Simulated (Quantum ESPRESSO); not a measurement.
**Kohn-Sham bands of Li₃Sb (Fm-3m)**

```yaml
crystal:
  lattice:
    - [0.00000, 3.27246, 3.27246]
    - [3.27246, 0.00000, 3.27246]
    - [3.27246, 3.27246, 0.00000]
  atoms:
    - { symbol: Li, position: [0.50000, 0.50000, 0.50000] }
    - { symbol: Li, position: [0.75000, 0.75000, 0.75000] }
    - { symbol: Li, position: [0.25000, 0.25000, 0.25000] }
    - { symbol: Sb, position: [0.00000, 0.00000, 0.00000] }
```

Structure: Materials Project mp-2074, symmetrised, not relaxed again. COD (Crystallography Open Database) has the formula in 2 space groups, this one among them (matched by group alone). Level: PBEsol, spinors with spin-orbit coupling; pw.x of Quantum ESPRESSO at 64 Ry with PseudoDojo potentials, 6×6×6 k-points, Wannier90. Density: 8×8×8 mesh, Gaussian smearing 0.01 Ry.

List the Kohn-Sham levels between −8 and 3.5 eV relative to the valence-band maximum at the high-symmetry points, as a band run of pw.x on that density gives them (levels within 2 meV counted together).


```
point  k (reciprocal lattice)                                                          levels (eV)
-----  ----------------------  -------------------------------------------------------------------
Γ           0.000 0.000 0.000               -0.64 (×2), 0.00 (×4), 2.07 (×2), 2.77 (×4), 2.79 (×2)
X           0.500 0.000 0.500             -3.58 (×2), -2.48 (×2), -2.25 (×2), 0.51 (×2), 2.83 (×2)
U           0.625 0.250 0.625                        -3.36 (×2), -3.10 (×2), -1.97 (×2), 1.31 (×2)
K           0.375 0.375 0.750                        -3.36 (×2), -3.10 (×2), -1.97 (×2), 1.31 (×2)
L           0.500 0.500 0.500  -4.04 (×2), -1.04 (×2), -0.67 (×2), 2.02 (×2), 2.03 (×2), 2.12 (×2)
W           0.500 0.250 0.750             -3.22 (×2), -2.95 (×2), -2.66 (×2), 2.66 (×2), 3.18 (×2)
```
